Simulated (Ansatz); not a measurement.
**Kick test of a cell of Y₂GeS**

It was reached by relaxing an invented guess, and it needn't be the stable form of this composition.

Computed with DFT PBE, scalar-relativistic, plane waves, PAW in Ansatz. Plane waves to 420 eV, a k mesh through Γ of 12×12×8 on the computed 4-atom cell and Gaussian smearing (0.10 eV); no spin polarisation.

The cell below (4 atoms, space group P-3m1 (No. 164)) is relaxed within its symmetry.

```cif
data_structure
_symmetry_space_group_name_H-M 'P 1'
_symmetry_Int_Tables_number 1
_cell_length_a 3.9653
_cell_length_b 3.9653
_cell_length_c 7.0084
_cell_angle_alpha 90.000
_cell_angle_beta 90.000
_cell_angle_gamma 120.000
_cell_volume 95.44
loop_
_atom_site_label
_atom_site_type_symbol
_atom_site_fract_x
_atom_site_fract_y
_atom_site_fract_z
_atom_site_occupancy
Y1 Y 0.33333 0.66667 0.24451 1
Y2 Y 0.66667 0.33333 0.75549 1
Ge1 Ge 0.00000 0.00000 0.00000 1
S1 S 0.00000 0.00000 0.50000 1
```

For the test a repeat of it with 8 atoms (edges 3.97, 6.87, 7.01 Å) was strained at random (σ = 1.5 % a component), the atoms were moved at random (σ = 0.05 Å), and all was relaxed again on a coarse 6×4×4 mesh (in the run’s order of axes) with 0.20 eV smearing, with no symmetry imposed.

Question: What happens?

Answer: It returns, within 1 meV/atom of the unmoved cell on that mesh and with the same symmetry when read at 0.1 Å (C2 at 0.01 Å, so small strains and shifts remain). No instability shows in this cell; modes of other wave vectors, which need another repeat, aren't tested.
